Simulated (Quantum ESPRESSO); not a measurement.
## Calculated data, GaSi₆N (made-up cell)

All values are calculated (Quantum ESPRESSO 7.5). Calculation on a made-up crystal cell, not a measurement: periodic Kohn-Sham density functional theory in plane waves with PseudoDojo standard norm-conserving scalar-relativistic pseudopotentials, each functional with its own files (v0.5 for PBE, v0.4.1 for LDA and PBEsol), no spin polarisation, no spin-orbit coupling, atoms not relaxed, stress positive in tension, energies less a fixed whole-eV offset for each atom's element; levels are Kohn-Sham levels at fractions of this cell's reciprocal vectors, counted from the reference band (half the neutral cell's valence electrons, rounded up) at Gamma; error bars cover cutoff and k-mesh only, not smearing or the files; added strain carries the atoms with the cell, and shear is the tensor component; each bar is the largest change over components, and at least 0.002 eV, 0.002 eV per angstrom or 0.02 GPa; energies are for the whole cell, and the offsets were chosen from early runs and are not element reference energies.

Settings shared by all entries: lattice type zincblende/diamond; functional pbe; cutoff 1143 eV; fermi dirac smearing 0.1 eV; scf tolerance 1e-07 eV; electrons removed 0; k mesh 6 x 6 x 6, shifted by half a step.

(1) 
```cif
# cell vector a (Å): 5.3182 0.0000 0.0000
# cell vector b (Å): 0.0000 5.3182 0.0000
# cell vector c (Å): 0.0000 0.0000 5.3182
data_GaSi6N
_symmetry_space_group_name_H-M 'P 1'
_symmetry_Int_Tables_number 1
_cell_length_a 5.3182
_cell_length_b 5.3182
_cell_length_c 5.3182
_cell_angle_alpha 90.000
_cell_angle_beta 90.000
_cell_angle_gamma 90.000
_cell_volume 150.42
loop_
_atom_site_label
_atom_site_type_symbol
_atom_site_fract_x
_atom_site_fract_y
_atom_site_fract_z
_atom_site_occupancy
Si1 Si 0.99502 0.99842 0.98342 1
Ga1 Ga 0.99547 0.50023 0.50596 1
Si2 Si 0.49870 0.97804 0.50925 1
Si3 Si 0.48973 0.49914 0.00666 1
N1 N 0.25734 0.25762 0.23679 1
Si4 Si 0.25520 0.72515 0.75898 1
Si5 Si 0.74049 0.24068 0.74745 1
Si6 Si 0.74587 0.75509 0.24474 1
_calc_free_energy_less_offsets 1.947  # eV
_calc_smearing_term_minus_ts -0.05065  # eV
_calc_scf_iterations 11
_calc_pressure 1.324  # GPa
_calc_stress_xx -1.781  # GPa
_calc_stress_yy -0.6516  # GPa
_calc_stress_zz -1.538  # GPa
_calc_stress_yz 0.7798  # GPa
_calc_stress_xz -2.84  # GPa
_calc_stress_xy 1.024  # GPa
_calc_fermi_level -0.01928  # eV
_calc_reference_band 21
_calc_error_bar_energy 0.006222  # eV
_calc_error_bar_stress 0.0286  # GPa
_calc_error_bar_force 0.008306  # eV/angstrom
_calc_error_bar_next_band_up 0.002  # eV
_calc_error_bar_fermi_level 0.01616  # eV
_calc_error_bars_from 'tighter rerun of a related cell'
```

Atoms:
```tsv
atoms element	atom site	atom energy offset (eV)
Si	1	-115
Ga	2	-2080
Si	3	-115
Si	4	-115
N	5	-283
Si	6	-115
Si	7	-115
Si	8	-115
```

Forces:
```tsv
site	x (eV/Å)	y (eV/Å)	z (eV/Å)
1	1.714	0.7336	1.582
2	0.5898	-1.192	-1.62
3	-1.008	1.498	-1.3
4	-0.1855	-2.889	2.137
5	0.03306	-0.1744	-0.3479
6	-0.8929	1.565	-0.429
7	-0.5208	0.5894	0.09569
8	0.2704	-0.13	-0.1167
```

Levels:
```tsv
level k point	next band up (eV)
Gamma	0.08957
(1/2,1/2,1/2)	0.07904
(0.15,0,0)	-0.09694
(0,0.15,0)	-0.1566
(0,0,0.15)	-0.1519
```

(2) 
```cif
# cell vector a (Å): 5.3182 0.0000 0.0000
# cell vector b (Å): 0.0000 5.3182 0.0000
# cell vector c (Å): 0.0000 0.0000 5.3182
data_GaSi6N
_symmetry_space_group_name_H-M 'P 1'
_symmetry_Int_Tables_number 1
_cell_length_a 5.3182
_cell_length_b 5.3182
_cell_length_c 5.3182
_cell_angle_alpha 90.000
_cell_angle_beta 90.000
_cell_angle_gamma 90.000
_cell_volume 150.42
loop_
_atom_site_label
_atom_site_type_symbol
_atom_site_fract_x
_atom_site_fract_y
_atom_site_fract_z
_atom_site_occupancy
Si1 Si 0.99502 0.99842 0.98667 1
Ga1 Ga 0.99547 0.50023 0.50596 1
Si2 Si 0.49870 0.97804 0.50925 1
Si3 Si 0.48973 0.49914 0.00666 1
N1 N 0.25734 0.25762 0.23679 1
Si4 Si 0.25520 0.72515 0.75898 1
Si5 Si 0.74049 0.24068 0.74745 1
Si6 Si 0.74587 0.75509 0.24474 1
_calc_free_energy_less_offsets 1.921  # eV
_calc_smearing_term_minus_ts -0.05055  # eV
_calc_scf_iterations 10
_calc_pressure 1.254  # GPa
_calc_stress_xx -1.678  # GPa
_calc_stress_yy -0.5608  # GPa
_calc_stress_zz -1.524  # GPa
_calc_stress_yz 0.8507  # GPa
_calc_stress_xz -2.728  # GPa
_calc_stress_xy 0.8834  # GPa
_calc_fermi_level -0.01517  # eV
_calc_reference_band 21
_calc_error_bar_energy 0.006222  # eV
_calc_error_bar_stress 0.0286  # GPa
_calc_error_bar_force 0.008306  # eV/angstrom
_calc_error_bar_next_band_up 0.002  # eV
_calc_error_bar_fermi_level 0.01616  # eV
_calc_error_bars_from 'tighter rerun of a related cell'
```

Atoms:
```tsv
atoms element	atom site	atom energy offset (eV)
Si	1	-115
Ga	2	-2080
Si	3	-115
Si	4	-115
N	5	-283
Si	6	-115
Si	7	-115
Si	8	-115
```

Forces:
```tsv
site	x (eV/Å)	y (eV/Å)	z (eV/Å)
1	1.767	0.8294	1.383
2	0.5872	-1.195	-1.6
3	-1.008	1.496	-1.275
4	-0.183	-2.888	2.102
5	0.01105	-0.1967	-0.3376
6	-0.9343	1.605	-0.3837
7	-0.4571	0.5276	0.1602
8	0.2178	-0.1769	-0.04846
```

Levels:
```tsv
level k point	next band up (eV)
Gamma	0.09653
(1/2,1/2,1/2)	0.08035
(0.15,0,0)	-0.0881
(0,0.15,0)	-0.1493
(0,0,0.15)	-0.1403
```
